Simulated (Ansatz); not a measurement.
Relaxed-ion elastic tensor of Mg (bcc (W type), space group No. 229) in GPa (Voigt order), PBEsol in the plane-wave PAW code Ansatz; density 1.79 g/cm³, 22.50 Å³ per atom.

|  | 1 | 2 | 3 | 4 | 5 | 6 |
|---|---|---|---|---|---|---|
| 1 | 35.5 | 36.8 | 36.8 | 0.0 | 0.0 | 0.0 |
| 2 | 36.8 | 35.5 | 36.8 | 0.0 | 0.0 | 0.0 |
| 3 | 36.8 | 36.8 | 35.5 | 0.0 | 0.0 | 0.0 |
| 4 | 0.0 | 0.0 | 0.0 | 31.1 | 0.0 | 0.0 |
| 5 | 0.0 | 0.0 | 0.0 | 0.0 | 31.1 | 0.0 |
| 6 | 0.0 | 0.0 | 0.0 | 0.0 | 0.0 | 31.1 |

### Question
Is the crystal mechanically stable?

### Answer
No: the smallest eigenvalue of C is -1.3 GPa.

Space group Im-3m (bcc (W type)). The workflow started from a Materials Project entry (that database holds measured and hypothetical structures alike); the Crystallography Open Database copy checked does not list it. It is not the phase usual at ambient conditions (space group No. 194). Symmetry was held in the PBEsol relaxation. At this level the phase is mechanically unstable. As this level gives no gap, shear constants depend on the k-mesh and smearing (Fermi–Dirac, 0.1 eV here).

Potentials: the later of the program's two PAW sets.
